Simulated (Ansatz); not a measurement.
Total density of states per atom from plane-wave PAW r²SCAN (Ansatz code), in 0.25 eV bins, energy from the Fermi level:

```csv
E (eV),states/eV/atom
-7.85,0.44
-7.60,0.36
-7.35,0.37
-7.10,0.40
-6.85,0.45
-6.60,0.46
-6.35,0.48
-6.10,0.54
-5.85,0.73
-5.60,0.93
-5.35,1.00
-5.10,0.78
-4.85,0.73
-4.60,0.82
-4.35,0.37
-4.10,0.15
-3.85,0.03
-3.60,0.10
-3.35,0.20
-3.10,0.27
-2.85,0.35
-2.60,0.66
-2.35,0.63
-2.10,0.86
-1.85,0.51
-1.60,0.39
-1.35,0.16
-1.10,0.19
-0.85,0.34
-0.60,0.46
-0.35,0.40
-0.10,0.52
0.15,0.64
0.40,0.95
0.65,1.35
0.90,1.35
1.15,1.46
1.40,0.93
1.65,0.79
1.90,0.87
2.15,0.91
2.40,0.87
2.65,0.71
2.90,0.67
3.15,0.58
3.40,0.56
3.65,0.53
3.90,0.36
4.15,0.21
4.40,0.14
4.65,0.06
```

### Question
Which compound is it?
(A) CrN, P-6m2 (Cr on 1f, N on 1c)
(B) TcIr, P-6m2 (Tc on 1a, Ir on 1d)
(C) PbS, P-6m2 (Pb on 1a, S on 1f)
(D) Cr2Rh2C, R-3m (Cr on 6c, Rh on 6c, C on 3a)

### Answer
A, CrN, P-6m2 (Cr on 1f, N on 1c). Within 0.5 eV of the Fermi level: Cr 3d 88 %, N 2p 9 %. Projections are on Löwdin-orthogonalised atomic valence shells; empty p or d shells of many metals are not among them.

The workflow started from a Materials Project entry (that database holds measured and hypothetical structures alike); the Crystallography Open Database copy checked does not list it. COD files the formula under space group No. 225, so this cell is another polymorph or a model. Its standing as an ambient phase is unchecked. The cell was relaxed with r²SCAN under the symmetry of its start; its stability against distortions is not shown here. Magnetic state: ferromagnetic, the only order run, not a proven ground state. The cell computed holds one magnetic atom, so no antiferromagnetic order was within reach. Other orbital occupations within this spin state were not tried. No Hubbard U is applied.

Potentials: the later of the program's two PAW sets.
